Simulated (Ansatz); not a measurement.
Space group Cmmm (No. 65). a = 3.185 Å, b = 4.660 Å, c = 4.260 Å, α = 90.00°, β = 90.00°, γ = 90.00°
| atom | site | symmetry | x | y | z |
| --- | --- | --- | --- | --- | --- |
| Ti | 2c | mmm | 0.5000 | 0.0000 | 0.5000 |
| Mo | 2a | mmm | 0.0000 | 0.0000 | 0.0000 |

Equation of state of this TiMo structure (not necessarily the ground state), with shape and atoms relaxed at each volume where symmetry leaves them free. It has no gap at any of these volumes. All numbers below come from Ansatz 0.2.0, DFT r2SCAN, scalar-relativistic, plane waves, PAW.

Settings: cutoff 500 eV, Γ-centred mesh 16×16×10 on the computed 2-atom cell, Gaussian smearing of 0.10 eV; no spin polarisation.

| V (Å³/atom) | E − E(largest V) (meV/atom) | P (GPa) |
| --- | --- | --- |
| 14.859 | 5.87 | 12.74 |
| 15.333 | -21.39 | 5.92 |
| 15.808 | -29.81 | 0.01 |
| 16.282 | -21.93 | -5.11 |
| 16.756 | 0.00 | -9.54 |

Problem. Fit a third-order Birch–Murnaghan equation to E(V).

Solution. V0 = 15.80 Å³/atom, B0 = 183 GPa, B0' = 3.9.